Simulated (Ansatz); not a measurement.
Input:

Starting cell, InP (zinc blende):

```
CELL_PARAMETERS angstrom
      0.00000     2.95351     2.95351
      2.95351     0.00000     2.95351
      2.95351     2.95351     0.00000
ATOMIC_POSITIONS crystal
  P  0.75000 0.75000 0.75000
  In 0.00000 0.00000 0.00000
```

Scan: atom 2 (In, nearest neighbour P at 2.558 Å; its periodic images, 4.2 Å or more away, move with it) is displaced along Cartesian z, direction (0.000, 0.000, 1.000) in Cartesian axes, by s. The other atoms stay.

The numbers are results of r2SCAN (plane waves to 500 eV, PAW, scalar-relativistic; Ansatz, a first-principles code), not measurements. k mesh 8×8×8 (Γ-centred), Fermi-Dirac smearing 0.05 eV. E stands for the smeared free energy. InP was relaxed with its symmetry unable to fall. The zero of ΔE is the undisplaced structure.

The scan covers s from -0.510 to 0.510 Å in 11 points.

**Question.** Is the energy the same for equal positive and negative displacements?

**Answer.** Even: the same for both signs. With its periodic images moving along, the atom's site symmetry in this cell is -43m.

**Question.** What force acts on the atom along the line at s = -0.510 Å?

**Answer.** 3.27 eV/Å.

**Question.** With two atoms in the cell this is the zone-centre optical mode. What wavenumber follows (transverse: no LO-TO term)?

**Answer.** 296 cm⁻¹.

(A displaced cell: forces are minus the slopes of the energy, force constants its curvatures, and phonons follow from these.)
